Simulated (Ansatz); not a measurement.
## Does relaxation matter for the field gradients of MoS2 with Al replacing Mo?

Start: a supercell of MoS2 (space group P6_3/mmc) built from a COD entry, with all atoms left at the host's positions.

Space group P-6m2 (No. 187); a = 6.3380, c = 12.3240 Å, γ = 120.00°.

```
site  Wyckoff  site symmetry       x       y       z
  Al       1a           -6m2  0.0000  0.0000  0.0000
 Mo2       3j            mm2  0.0000  0.5000  0.0000
 Mo5       3k            mm2  0.1667  0.8333  0.5000
 Mo8       1f           -6m2  0.6667  0.3333  0.5000
  S9       2g            3m.  0.0000  0.0000  0.3730
 S10       6n            .m.  0.0000  0.5000  0.3730
 S13       6n            .m.  0.1667  0.8333  0.8730
 S16       2i            3m.  0.6667  0.3333  0.8730
```

One atom of each set is listed.

All values are calculated (Ansatz; DFT, PBE, plane waves and PAW, scalar-relativistic, 420 eV cutoff, Γ-centred 4×4×2 k-points, Fermi–Dirac smearing 0.01 eV, cell charge -1), not measured.

The largest force at the start is 0.48 eV/Å. Relaxing the ions at fixed cell moves them by 0.038 Å at most (atom 21, S) and 0.021 Å rms.

```tsv
site	moved (Å)	first shell before	first shell after	V_zz before (10²¹ V/m²)	η before
Al	0.000	6 S at 2.41 Å	6 S at 2.37 Å	-1.45	0.00
Mo2	0.021	6 S at 2.41 Å	6 S at 2.40 Å	-9.88	0.47
Mo5	0.000	6 S at 2.41 Å	6 S at 2.41 Å	-7.72	0.00
Mo8	0.000	6 S at 2.41 Å	6 S at 2.41 Å	-7.61	0.00
S9	0.001	3 Mo at 2.41 Å	3 Mo at 2.41 Å	-5.33	0.00
S10	0.002	3 Mo at 2.41 Å	3 Mo at 2.41 Å	-5.23	0.01
S13	0.038	2 Mo at 2.41 Å, 1 Al at 2.41 Å	1 Al at 2.37 Å, 2 Mo at 2.40 Å	-4.51	0.77
S16	0.011	3 Mo at 2.41 Å	3 Mo at 2.40 Å	-5.36	0.00
```

(1) What are V_zz and η after the relaxation?

Answers

(1) 

```csv
site,V_zz after,η after,change of V_zz
Al,-1.55,0.00,-0.10
Mo2,-10.85,0.55,-0.97
Mo5,-7.71,0.01,+0.01
Mo8,-7.56,0.00,+0.05
S9,-5.34,0.00,-0.01
S10,-5.22,0.00,+0.01
S13,-5.21,0.79,-0.70
S16,-5.26,0.00,+0.10
```

The largest change of V_zz is on Mo2, from -9.88 to -10.85. In per cent, |V_zz| changes by -1 to +10 on Mo, -2 to +16 on S (all sites that start above 2). The electronic state changes along with the positions (a gap opens), so the changes aren't those of geometry alone.

The defect repeats with the cell of 24 atoms, so it feels its images: sites between two images don't show the values beside a lone defect, and zeros or small values of η there can come from the images' arrangement. Mo and S carry a gradient in the pure host already, so the values there aren't the defect's effect alone. A uniform background compensates the cell's charge. Without spin–orbit coupling (the program notes it for Mo) the gradients can shift somewhat, as the gap is small.
Before: The run isn't spin-polarised, and a state with spin may lie lower. The defect cell has no gap above 0.1 eV on its mesh, so the values can hang on the smearing and the k-mesh. The neighbours have not yet relaxed around the defect (largest force 0.48 eV/Å), so a real crystal will differ.
After: The relaxation keeps the site symmetry -6m2 of the start, so the impurity can't leave its site; a start off the site could end lower.
